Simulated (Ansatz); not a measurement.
Input file for Ansatz (a first-principles code):

Ansatz 0.2 input:
```yaml
crystal:
  lattice:
    - [3.125199557, 0.0, 0.0]
    - [-1.5625997785, 2.7065022083, 0.0]
    - [0.0, 0.0, 7.3585162011]
  atoms:
    - { symbol: Ga, position: [0.5, 0.0, 0.5] }
    - { symbol: Ga, position: [0.0, 0.5, 0.1666666667] }
    - { symbol: Ga, position: [0.5, 0.5, 0.8333333333] }
    - { symbol: N, position: [0.5, 0.0, 0.0] }
    - { symbol: N, position: [0.0, 0.5, 0.6666666667] }
    - { symbol: N, position: [0.5, 0.5, 0.3333333333] }
kpoints:
  mp_grid: { grid: [10, 10, 4] }
hamiltonian:
  xc: pbesol
  pseudopotentials: { kind: paw }
scf:
  occupations: { method: fixed }
elastic: { mode: relaxed_ion, stencil: two_point, amplitude: 0.005, f_tol: 0.0005 }
output: { polarization: {} }
```

Output (shortened):

```
Pseudopotential: Ga, paw, valence charge 13
Pseudopotential: N, paw, valence charge 5
Functional definition: PBEsol
Crystal: 6 atoms, lattice volume = 62.241 Å³
Basis set: ecut = 420 eV, 1201 PW (Γ), exchange–correlation on 48×48×100 points (8 copies of the dense FFT grid, shifted against one another)
Bands: 33, of which v1, the nominal top of the filled ones, is band 27 counted from 1 (26 counted from 0)
Symmetry: 12 space group operations
Space group: P6222 (ITA 180), of the structure as read, at distance tolerance 4.0e-5 Å
k-points: 42 of 400 (time reversal used)
SCF 1 converged in 11 iterations: F = -12366.433856 eV  dr2 = 4.13e-15
Crystal: 6 atoms, lattice volume = 61.930 Å³
Symmetry: 4 space group operations
k-points: 93 of 400 (time reversal used)
SCF 2 converged in 13 iterations: F = -12366.432035 eV  dr2 = 3.27e-14
relax step   1: F+E_penalty+E_count = -12366.43203520 eV  Δ(F+E_penalty+E_count) = +0.000e0 eV  max|allowed force component| = 2.951e-2 eV/Å  Δτ_max = 0.0000 Å  (13 SCF iters, accepted)
Crystal: 6 atoms, lattice volume = 61.930 Å³
SCF 3 converged in 9 iterations: F = -12366.432075 eV  dr2 = 6.17e-14
relax step   2: F+E_penalty+E_count = -12366.43207452 eV  Δ(F+E_penalty+E_count) = -3.932e-5 eV  max|allowed force component| = 1.317e-2 eV/Å  Δτ_max = 0.0005 Å  (9 SCF iters, accepted)
Crystal: 6 atoms, lattice volume = 61.930 Å³
SCF 4 converged in 8 iterations: F = -12366.432083 eV  dr2 = 6.28e-14
relax step   3: F+E_penalty+E_count = -12366.43208258 eV  Δ(F+E_penalty+E_count) = -8.062e-6 eV  max|allowed force component| = 6.122e-4 eV/Å  Δτ_max = 0.0005 Å  (8 SCF iters, accepted)
Crystal: 6 atoms, lattice volume = 61.930 Å³
SCF 5 converged in 7 iterations: F = -12366.432083 eV  dr2 = 9.22e-14
relax step   4: F+E_penalty+E_count = -12366.43208262 eV  Δ(F+E_penalty+E_count) = -3.485e-8 eV  max|allowed force component| = 2.619e-4 eV/Å  Δτ_max = 0.0000 Å  (7 SCF iters, accepted)
Crystal: 6 atoms, lattice volume = 61.930 Å³
SCF 6 converged in 9 iterations: F = -12366.432083 eV  dr2 = 5.70e-14
Crystal: 6 atoms, lattice volume = 62.552 Å³
SCF 7 converged in 13 iterations: F = -12366.432067 eV  dr2 = 2.82e-14
relax step   1: F+E_penalty+E_count = -12366.43206737 eV  Δ(F+E_penalty+E_count) = +0.000e0 eV  max|allowed force component| = 2.735e-2 eV/Å  Δτ_max = 0.0000 Å  (13 SCF iters, accepted)
Crystal: 6 atoms, lattice volume = 62.552 Å³
SCF 8 converged in 9 iterations: F = -12366.432102 eV  dr2 = 3.62e-14
relax step   2: F+E_penalty+E_count = -12366.43210248 eV  Δ(F+E_penalty+E_count) = -3.511e-5 eV  max|allowed force component| = 1.210e-2 eV/Å  Δτ_max = 0.0005 Å  (9 SCF iters, accepted)
Crystal: 6 atoms, lattice volume = 62.552 Å³
SCF 9 converged in 8 iterations: F = -12366.432109 eV  dr2 = 3.23e-14
relax step   3: F+E_penalty+E_count = -12366.43210949 eV  Δ(F+E_penalty+E_count) = -7.006e-6 eV  max|allowed force component| = 5.505e-4 eV/Å  Δτ_max = 0.0005 Å  (8 SCF iters, accepted)
Crystal: 6 atoms, lattice volume = 62.552 Å³
SCF 10 converged in 8 iterations: F = -12366.432110 eV  dr2 = 1.24e-14
relax step   4: F+E_penalty+E_count = -12366.43210952 eV  Δ(F+E_penalty+E_count) = -3.103e-8 eV  max|allowed force component| = 1.703e-4 eV/Å  Δτ_max = 0.0000 Å  (8 SCF iters, accepted)
Crystal: 6 atoms, lattice volume = 62.552 Å³
SCF 11 converged in 9 iterations: F = -12366.432110 eV  dr2 = 7.33e-14
Crystal: 6 atoms, lattice volume = 61.930 Å³
Basis set: ecut = 420 eV, 1189 PW (Γ), exchange–correlation on 48×48×100 points (8 copies of the dense FFT grid, shifted against one another)
SCF 12 converged in 10 iterations: F = -12366.431612 eV  dr2 = 7.23e-14
Crystal: 6 atoms, lattice volume = 62.552 Å³
Basis set: ecut = 420 eV, 1237 PW (Γ), exchange–correlation on 48×48×100 points (8 copies of the dense FFT grid, shifted against one another)
SCF 13 converged in 10 iterations: F = -12366.431607 eV  dr2 = 6.38e-14
Crystal: 6 atoms, lattice volume = 62.241 Å³
Basis set: ecut = 420 eV, 1207 PW (Γ), exchange–correlation on 48×48×100 points (8 copies of the dense FFT grid, shifted against one another)
Symmetry: 2 space group operations
k-points: 117 of 400 (time reversal used)
SCF 14 converged in 11 iterations: F = -12366.433117 eV  dr2 = 3.75e-14
relax step   1: F+E_penalty+E_count = -12366.43311677 eV  Δ(F+E_penalty+E_count) = +0.000e0 eV  max|allowed force component| = 2.350e-2 eV/Å  Δτ_max = 0.0000 Å  (11 SCF iters, accepted)
Crystal: 6 atoms, lattice volume = 62.241 Å³
SCF 15 converged in 9 iterations: F = -12366.433160 eV  dr2 = 4.85e-14
relax step   2: F+E_penalty+E_count = -12366.43316002 eV  Δ(F+E_penalty+E_count) = -4.325e-5 eV  max|allowed force component| = 1.549e-2 eV/Å  Δτ_max = 0.0006 Å  (9 SCF iters, accepted)
Crystal: 6 atoms, lattice volume = 62.241 Å³
SCF 16 converged in 10 iterations: F = -12366.433205 eV  dr2 = 8.93e-15
relax step   3: F+E_penalty+E_count = -12366.43320528 eV  Δ(F+E_penalty+E_count) = -4.526e-5 eV  max|allowed force component| = 3.895e-3 eV/Å  Δτ_max = 0.0015 Å  (10 SCF iters, accepted)
Crystal: 6 atoms, lattice volume = 62.241 Å³
SCF 17 converged in 9 iterations: F = -12366.433208 eV  dr2 = 3.21e-14
relax step   4: F+E_penalty+E_count = -12366.43320849 eV  Δ(F+E_penalty+E_count) = -3.214e-6 eV  max|allowed force component| = 2.465e-4 eV/Å  Δτ_max = 0.0007 Å  (9 SCF iters, accepted)
Crystal: 6 atoms, lattice volume = 62.241 Å³
SCF 18 converged in 9 iterations: F = -12366.433208 eV  dr2 = 3.55e-14
Crystal: 6 atoms, lattice volume = 62.241 Å³
SCF 19 converged in 11 iterations: F = -12366.433117 eV  dr2 = 3.68e-14
relax step   1: F+E_penalty+E_count = -12366.43311677 eV  Δ(F+E_penalty+E_count) = +0.000e0 eV  max|allowed force component| = 2.350e-2 eV/Å  Δτ_max = 0.0000 Å  (11 SCF iters, accepted)
Crystal: 6 atoms, lattice volume = 62.241 Å³
SCF 20 converged in 9 iterations: F = -12366.433160 eV  dr2 = 4.82e-14
relax step   2: F+E_penalty+E_count = -12366.43316002 eV  Δ(F+E_penalty+E_count) = -4.325e-5 eV  max|allowed force component| = 1.549e-2 eV/Å  Δτ_max = 0.0006 Å  (9 SCF iters, accepted)
Crystal: 6 atoms, lattice volume = 62.241 Å³
SCF 21 converged in 10 iterations: F = -12366.433205 eV  dr2 = 9.02e-15
relax step   3: F+E_penalty+E_count = -12366.43320528 eV  Δ(F+E_penalty+E_count) = -4.526e-5 eV  max|allowed force component| = 3.895e-3 eV/Å  Δτ_max = 0.0015 Å  (10 SCF iters, accepted)
Crystal: 6 atoms, lattice volume = 62.241 Å³
SCF 22 converged in 9 iterations: F = -12366.433208 eV  dr2 = 3.27e-14
relax step   4: F+E_penalty+E_count = -12366.43320849 eV  Δ(F+E_penalty+E_count) = -3.214e-6 eV  max|allowed force component| = 2.467e-4 eV/Å  Δτ_max = 0.0007 Å  (9 SCF iters, accepted)
Crystal: 6 atoms, lattice volume = 62.241 Å³
SCF 23 converged in 9 iterations: F = -12366.433208 eV  dr2 = 3.51e-14
SCF converged after 11 iterations
Free energy (F): -12366.433856 eV
Harris-Foulkes:  -12366.433856 eV  (|F-HF|=1.82e-12)
Internal energy: -12366.433856 eV  (E = F + TS)
E sigma→0 (E₀):  -12366.433856 eV
Fermi energy:    11.218734 eV
--- Per-component energies (eV) ---
  E_band       = 51.528308
  E_kinetic    = 739.525321
  E_local      = -5395.315018  (includes V_loc(G=0)·N_el)
  E_nonlocal   = 1427.332115
  E_hartree    = 2497.378973
  E_xc         = -383.243575
  E_vxc        = -401.875189  (∫ρ·V_xc dr)
  E_paw        = -6228.569619  (= ΣΔE_a)
  E_vpaw       = -1312.896951  (= ΣTr[D̂ρ^β])
  E_aug_tail   = 0.000084  (compensation charges beyond the density's cutoff)
  E_ewald      = -5026.215367
  E_core_change = 2.673230  (= ΣΔE_core)
  E_smearing   =  0.000000  (= −TS)
  E_closure    =  0.000000  (closes the sum)
  Σ components = -12366.433856   (vs F -12366.433856, Δ=0.00e0)
--- Forces (eV/Å), atoms counted from 1 ---
  atom   1  Ga     0.00000000     0.00000000     0.00000000
  atom   2  Ga     0.00000000     0.00000000     0.00000000
  atom   3  Ga     0.00000000     0.00000000     0.00000000
  atom   4  N      0.00000000     0.00000000     0.00000000
  atom   5  N      0.00000000     0.00000000     0.00000000
  atom   6  N      0.00000000     0.00000000     0.00000000
  max |Σ_I F_I| component: 1.20e-16 eV/Å
--- Stress (GPa, compression-positive) ---
       -0.005096       0.000000       0.000000
        0.000000      -0.005096       0.000000
        0.000000       0.000000       0.003448
  P = ⅓ Tr σ = -0.0022 GPa (-0.022 kbar)
--- Band table (eV; the first three rows and the last of 42) ---
  k-point 0: bands = ["-5.3908", "-3.8917", "-3.8917", "-2.6359", "-2.6359", "-2.5789", "-2.5493", "-2.5493", "-2.5143", "-2.5143", "-2.5122", "-2.5104", "-2.4301", "-2.4301", "-2.3814", "-2.2932", "-2.0530", "-2.0530", "5.4456", "5.4456", "9.0061", …
  k-point 1: bands = ["-5.2696", "-4.4155", "-3.5449", "-2.7116", "-2.5987", "-2.5902", "-2.5673", "-2.5300", "-2.5051", "-2.5017", "-2.4946", "-2.4745", "-2.4539", "-2.4118", "-2.3796", "-2.3254", "-2.2759", "-1.6553", "4.1832", "7.0175", "9.1416", …
  k-point 2: bands = ["-4.9232", "-4.9232", "-3.4357", "-2.7389", "-2.6206", "-2.5952", "-2.5952", "-2.4873", "-2.4873", "-2.4803", "-2.4803", "-2.4614", "-2.4099", "-2.4099", "-2.4051", "-2.3593", "-2.3593", "-1.4118", "3.6573", "8.6528", "8.6528", "9.5207", …
  k-point 41: bands = ["-3.9160", "-3.8914", "-3.7032", "-2.7627", "-2.5745", "-2.5533", "-2.5298", "-2.5075", "-2.5059", "-2.4619", "-2.4324", "-2.4320", "-2.3135", "-2.3103", "-2.2548", "-1.1165", "-0.4999", "-0.1269", "4.0974", "4.9937", "6.0421", …
--- Elastic constants: 3 strain directions × 2 members + reference (group order 12) ---
  dense FFT box of the reference and of every strained cell: 24×24×50
  strains applied: 11, 33, 23; error gains …
  C = ∂σ_k/∂η_j (tension-positive GPa; Voigt order 11 22 33 23 13 12):
       347.803    108.602    113.042      0.000      0.000      0.000
       108.602    347.803    113.042      0.000      0.000      0.000
       113.000    113.000    452.746      0.000      0.000      0.000
         0.000      0.000      0.000    126.572      0.000      0.000
         0.000      0.000      0.000      0.000    126.572      0.000
         0.000      0.000      0.000      0.000      0.000    119.601
  reference stress σ⁰ (GPa):      0.005      0.005     -0.003      0.000      0.000      0.000
  moduli (Voigt/Reuss/Hill, GPa): K = 201.96/199.04/200.50   G = 128.80/127.50/128.15   E = 316.93   ν = 0.237
  mechanically stable: yes (min eigenvalue of sym C = 119.60 GPa)
  e, the proper piezoelectric tensor (elastic.mode: relaxed_ion; C/m²; rows x y z; Voigt order 11 22 33 23 13 12):
       0.00000    0.00000    0.00000   -0.17750    0.00000    0.00000
       0.00000    0.00000    0.00000    0.00000    0.17750    0.00000
       0.00000    0.00000    0.00000    0.00000    0.00000    0.00000
  ±, each entry's uncertainty from the finite density of the strings (C/m²), an estimate: the size of the correction for it that the entry includes:
       0.00000    0.00000    0.00000    0.00005    0.00000    0.00000
       0.00000    0.00000    0.00000    0.00000    0.00005    0.00000
       0.00000    0.00000    0.00000    0.00000    0.00000    0.00000
  strain η (Voigt 11):  stress-route row diagonal C_11 = 347.80 GPa, energy-path curvature d²(F+E_count+ΔE)/dδ²/Ω₀ = 347.41 GPa
         δ    σ_11 (GPa)             F (eV)   n_scf  n_hpsi   n_pw
    -5.000e-3      -1.7623      -12366.4320826       9   50945   1224   relax 4 steps, max|allowed force component| 2.62e-4 eV/Å
     5.000e-3       1.7157      -12366.4321095       9   46043   1248   relax 4 steps, max|allowed force component| 1.70e-4 eV/Å
  strain η (Voigt 33):  stress-route row diagonal C_33 = 452.75 GPa, energy-path curvature d²(F+E_count+ΔE)/dδ²/Ω₀ = 452.52 GPa
         δ    σ_33 (GPa)             F (eV)   n_scf  n_hpsi   n_pw
    -5.000e-3      -2.2853      -12366.4316117      10   31339   1234   relax 0 steps, max|allowed force component| 2.53e-16 eV/Å
     5.000e-3       2.2422      -12366.4316072      10   31417   1244   relax 0 steps, max|allowed force component| 6.17e-17 eV/Å
  strain η (Voigt 23):  stress-route row diagonal C_44 = 126.57 GPa, energy-path curvature d²(F+E_count+ΔE)/dδ²/Ω₀ = 126.58 GPa
         δ    σ_23 (GPa)             F (eV)   n_scf  n_hpsi   n_pw
    -5.000e-3      -0.6329      -12366.4332085       9   57405   1239   relax 4 steps, max|allowed force component| 2.47e-4 eV/Å
     5.000e-3       0.6329      -12366.4332085       9   57461   1239   relax 4 steps, max|allowed force component| 2.47e-4 eV/Å
--- Formal polarisation (Berry phase): one branch of a lattice of values; only differences between neighbouring runs are physical ---
  axis  mesh            electronic          ionic      p = total  spread (rad)  least overlap  resolved gap  δp at fixed H ≤   (phases in cycles; p mod 1 …
  b1    10×10×4         0.00000000    18.00000000    18.00000000      0.014037         0.8722        1.4925           8.0e-6
  b2    10×10×4         0.00000000    18.00000000    18.00000000      0.014037         0.8722        1.4925           8.0e-6
  b3    10×10×4        -1.00000000    24.50000000    23.50000000      0.011440         0.8797        1.4925           4.2e-6
  quantum along a1:   0.05021129 e/Å² =    80.447353 µC/cm²
  quantum along a2:   0.05021129 e/Å² =    80.447353 µC/cm²
  quantum along a3:   0.11822624 e/Å² =   189.419312 µC/cm²
  P = (  0.45190159,   0.78271652,   2.77831653) e/Å² = (  724.026175,  1254.050121,  4451.353822) µC/cm²  (mod the quanta)
```

Cost: roughly 5 core-minutes on shared cores.

Space group P6_222. The start of the workflow was typed in or built on a structure type; neither database checked (COD, Materials Project) lists it. It is not the phase usual at ambient conditions (space group No. 186, 216). Symmetry was held in the PBEsol relaxation; its stability against distortions is not shown here. Spin–orbit coupling is left out wherever it is not named.

Potentials: the later of the program's two PAW sets.

Ansatz is a plane-wave DFT program.
